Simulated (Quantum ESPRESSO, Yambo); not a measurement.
# G0W0 results for Cs2PtH6

```
CELL_PARAMETERS angstrom
      0.00000     4.48618     4.48618
      4.48618     0.00000     4.48618
      4.48618     4.48618     0.00000
ATOMIC_POSITIONS crystal
  H  0.81686 0.81686 0.18314
  H  0.18314 0.18314 0.81686
  H  0.18314 0.81686 0.81686
  H  0.81686 0.18314 0.18314
  H  0.81686 0.18314 0.81686
  H  0.18314 0.81686 0.18314
  Cs 0.75000 0.75000 0.75000
  Cs 0.25000 0.25000 0.25000
  Pt 0.00000 0.00000 0.00000
```

The geometry is that of Materials Project entry mp-643243, symmetrised and not relaxed again.

Starting point: norm-conserving PBEsol (Quantum ESPRESSO, 84 Ry, without SOC). G0W0 in Yambo: 2×2×2 Γ-centred k mesh, bands 5 to 322 and a 8 Ry block in the screening, 322 bands in G with the Bruneval-Gonze terminator, plasmon pole fitted at 27.2 eV.

| Property | Result |
|---|---|
| PBEsol gap along the band path | 3.84 eV |
| PBEsol gap between the mesh's edge points (X → X) | 3.84 eV |
| G0W0 gap between the same points | 6.06 eV |

| k point | band | E PBEsol (eV) | E QP (eV) | shift (eV) | Z |
|---|---|---|---|---|---|
| Γ | VB | -0.51 | -2.11 | -1.59 | 0.82 |
| Γ | CB | 4.45 | 4.93 | 0.48 | 0.87 |
| L | VB | -0.21 | -1.79 | -1.58 | 0.82 |
| L | CB | 5.04 | 6.00 | 0.96 | 0.85 |
| X | VB | 0.00 | -1.57 | -1.57 | 0.82 |
| X | CB | 3.84 | 4.50 | 0.65 | 0.86 |

Energies count from the PBEsol valence-band maximum.

Nearest settings tried, and what they do to the gap: 200 bands in G: -4 meV; 139 bands in W: -77 meV; 3 Ry block (137 vectors against 531): -214 meV. Not varied: mesh. So the settings aren't converged at that level. The k mesh is coarse.

Without spin-orbit coupling, band edges of such heavy elements can be off by tenths of an eV.

The structure is a Materials Project entry; no match was found in the copy of COD used, and its stability was not checked.
